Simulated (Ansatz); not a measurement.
MgO$_{2}$: a fit and a missing row

MgO$_{2}$, R-3m, a = 3.168 Å, c = 10.372 Å. The structure is a Materials Project entry; whether it is the stable form wasn't checked. Ansatz: PBEsol, PAW, 420 eV, Γ-centred 12×12×12 mesh on 3 atoms, Gaussian smearing 0.02 eV; no spin polarisation. Shape and atoms are relaxed at each volume; pressure is positive in compression.

| V (Å³/atom) | P (GPa) |
| --- | --- |
| 9.414 | 8.96 |
| 9.714 | 4.12 |
| 10.014 | -0.02 |
| 10.315 | ? |
| 10.615 | -6.61 |

Q: Take V0 = 10.014 Å³/atom, count pressures from its P0 = -0.02 GPa, fit the third-order Birch–Murnaghan form to the other rows, and predict the missing pressure.

A: With the Eulerian strain f = ½[(V0/V)^(2/3) − 1] and y = (P − P0)/[3f(1 + 2f)^(5/2)], the form is the line y = B0 + 1.5 B0 (B0′ − 4) f. Rows (f, y): 0.02103, 128.4; 0.01024, 128.1; -0.01906, 127.0. Means f = 0.004070, y = 127.83; Σ(Δf)² = 0.0008607, ΣΔfΔy = 0.03053; the slope is their ratio. y = 127.7 + 35.47 f GPa, so B0 = 127.7 GPa and B0′ = 4 + 2 × (35.47)/(3 × 127.7) = 4.19. At V = 10.315, f = -0.00977, y = 127.35 and P = -3.57 GPa. The run gave -3.57 GPa, the same to the digits shown.